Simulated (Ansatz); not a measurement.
Bi in space group P4/nmm (No. 129; Bi on 2c) under volume change, DFT-r²SCAN in the program Ansatz with PAW potentials, shape and atoms relaxed at each volume.

```tsv
V (Å³/atom)	E − E(relaxed) (meV/atom)	P (GPa)
31.289	51.4	5.56
32.320	(withheld)	(withheld)
33.352	4.4	1.71
34.383	0.0	-0.02
35.415	(withheld)	(withheld)
36.446	16.3	-2.58
37.478	36.2	-3.58
```

Problem. What belongs in the gaps?

Solution. 
- 35.415, E − E(relaxed) (meV/atom): 3.4
- 35.415, P (GPa): -1.39
- 32.320, E − E(relaxed) (meV/atom): 21.6
- 32.320, P (GPa): 3.70

Problem. What does a third-order Birch–Murnaghan fit give for V₀, B₀ and B′?

Solution. V₀ = 34.43 Å³/atom, B₀ = 49.9 GPa, B′ = 3.5.

The workflow started from a Materials Project entry (that database holds measured and hypothetical structures alike); the Crystallography Open Database copy checked does not list it. It is not the phase usual at ambient conditions (space group No. 166). The cell was relaxed with r²SCAN under the symmetry of its start; of distortions, only those at the zone centre were tested. Scalar-relativistic: spin–orbit coupling is off unless named, which matters more the heavier the elements.

Potentials: the later of the program's two PAW sets.
